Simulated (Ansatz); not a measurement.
The relaxed structure here is a generated cell of Cd: the first start was made by placing the elements on the sites of a structure type, and the end was not matched to a known phase here, so it may be hypothetical. Known forms of Cd include space group No. 194.

A relaxed cell of Cd (Fd-3m (No. 227)), relaxed on a k-mesh at least as fine as the one used below. These are PBE (plane waves to 420 eV, PAW, scalar-relativistic; Ansatz, a program for electronic structure) values and carry that method's errors. Γ-centred k-mesh 9×5×9 on the run's cell (coarser than for final values), Fermi–Dirac smearing 0.05 eV.

```yaml
crystal:
  lattice:
    - [0.00000, 3.34704, 3.34704]
    - [6.69409, 0.00000, 6.69409]
    - [3.34704, 3.34704, 0.00000]
  atoms:
    - { symbol: Cd, position: [0.25000, 0.12500, 0.25000] }
    - { symbol: Cd, position: [0.25000, 0.62500, 0.25000] }
    - { symbol: Cd, position: [0.00000, 0.00000, 0.00000] }
    - { symbol: Cd, position: [0.00000, 0.50000, 0.00000] }
```

The atoms are displaced by (Å):

```
atom      ux      uy      uz
----  ------  ------  ------
Cd1   -0.016   0.000  -0.024
Cd2    0.051  -0.011   0.022
Cd3    0.095   0.113   0.034
Cd4    0.057   0.008   0.016
```

Task: What forces (eV/Å) and pressure result?

Result: 
```tsv
atom	Fx	Fy	Fz
Cd1	0.31	0.28	0.25
Cd2	-0.03	0.04	-0.05
Cd3	-0.21	-0.36	-0.15
Cd4	-0.07	0.04	-0.05
```

Pressure 0.0 GPa.

The undisplaced cell is probably no minimum: from this displacement the run went on to P-1 (No. 2) at a tolerance of 0.01 Å, I4/mmm (No. 139) at 0.1 Å, 0.33 eV/atom below it.

No spin polarisation in the result.
